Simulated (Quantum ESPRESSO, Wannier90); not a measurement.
Tight-binding from DFT: SiC (zinc blende)

```
CELL_PARAMETERS angstrom
      0.00000     2.17699     2.17699
      2.17699     0.00000     2.17699
      2.17699     2.17699     0.00000
ATOMIC_POSITIONS crystal
  Si 0.75000 0.75000 0.75000
  C  0.00000 0.00000 0.00000
```

Structure: Materials Project mp-8062, symmetrised, not relaxed again. COD (Crystallography Open Database) has the formula in 5 space groups, this one among them (matched by group alone). Computed values, not measurements, from PBEsol: Quantum ESPRESSO (norm-conserving PseudoDojo potentials, cutoff 66 Ry, no spin polarisation, no spin-orbit coupling) on a Γ-centred 10×10×10 mesh, then Wannier90. Density: 12×12×12 mesh, cold smearing 0.01 Ry.

Functional, cutoff and mesh named above are those of the base row (PBEsol); the first column says what each row takes instead. Model: 4 functions from bands 1-4, start SCDM (isolated) (the valence bands). Energies are relative to the valence-band maximum; the misfit is to pw.x on a path, for all bands of the set. The functional changes, each with its own PseudoDojo files and their cutoffs, on the same cell. Ω_total can sit in another minimum from row to row; Ω_I of an isolated set cannot.

```tsv
functional	Ω_I (Å²)	Ω_total (Å²)	rms misfit (meV)	gap (eV)	bottom of band 1 (eV)
LDA	4.16	4.77	1.9	1.32	-15.35
PBE	4.14	4.74	1.9	1.36	-15.43
PBEsol	4.19	4.80	2.0	1.24	-15.46
```
